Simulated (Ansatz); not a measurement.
ZnO:
```
ZnO
1.0
    5.57985     0.00000     0.00000
    0.00000     5.57985     0.00000
    0.00000     0.00000     5.57985
Zn O
6 6
Direct
  0.25000   0.00000   0.50000
  0.75000   0.00000   0.50000
  0.50000   0.25000   0.00000
  0.50000   0.75000   0.00000
  0.00000   0.50000   0.25000
  0.00000   0.50000   0.75000
  0.75000   0.50000   0.00000
  0.25000   0.50000   0.00000
  0.00000   0.75000   0.50000
  0.00000   0.25000   0.50000
  0.50000   0.00000   0.75000
  0.50000   0.00000   0.25000
```

Relaxed with r²SCAN. Special points in fractions of this cell's reciprocal vectors: Γ (0.000, 0.000, 0.000); X (0.000, 0.500, 0.000); M (0.500, 0.500, 0.000); R (0.500, 0.500, 0.500).

Question: List the band energies nearest the valence-band maximum at these points for DFT-r²SCAN in the program Ansatz with PAW potentials.

Answer: In eV from the valence-band maximum; about four levels below and three above (degenerate sets whole), none deeper than 8.9 eV; points with the same levels are listed once.

```
k                             below                          above
-  --------------------------------  -----------------------------
Γ  -1.51 -1.51 -1.51 0.00 0.00 0.00            1.38 6.23 7.14 7.14
X           -0.68 -0.68 -0.20 -0.20            3.61 3.61 6.45 6.45
M     -0.85 -0.85 -0.85 -0.85 -0.27            4.53 4.86 5.16 5.16
R           -1.06 -1.06 -1.06 -1.06  6.15 6.15 6.15 6.15 6.15 6.15
```

Space group Pm-3n. The start of the workflow was typed in or built on a structure type; neither database checked (COD, Materials Project) lists it. It is not the phase usual at ambient conditions (space group No. 186). The r²SCAN relaxation kept the symmetry of its start; whether a distortion lowers the energy is not shown.

Potentials: the earlier of the program's two PAW sets.
